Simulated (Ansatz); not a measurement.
# MgRh (Pm-3m): the size of the finite step

```yaml
crystal:
  lattice:
    - [3.09138, 0.00000, 0.00000]
    - [0.00000, 3.09138, 0.00000]
    - [0.00000, 0.00000, 3.09138]
  atoms:
    - { symbol: Mg, position: [0.00000, 0.00000, 0.00000] }
    - { symbol: Rh, position: [0.50000, 0.50000, 0.50000] }
```

The conventional cell has a = 3.091 Å, b = 3.091 Å, c = 3.091 Å, α = 90.00°, β = 90.00°, γ = 90.00°. Around Mg (atom 1) lie 8 Rh at 2.68 Å. Rh (atom 2) has 8 Mg at 2.68 Å as nearest neighbours.

Unless marked otherwise, the numbers come from r²SCAN, PAW on Ansatz 0.2.0's default frozen-core files (fitted under PBE), scalar-relativistic. k mesh 16×16×16, strains of ±0.005, Fermi-Dirac smearing of 0.100 eV, cutoff 500 eV. The cell was relaxed by PAW under this functional.

Elastic constants come from stresses at strains of ±0.005 (two-point stencil): C11 = 189.1, C12 = 96.1, C44 = 78.9 GPa. What does an amplitude of 0.04 give?

C11 = 192.8, C12 = 96.7, C44 = 78.8 GPa. A large step picks up anharmonic terms.

Keep in mind: frozen-core PAW files fitted under PBE, their cores solved anew for the functional of the run; responses of metals move with mesh and smearing.
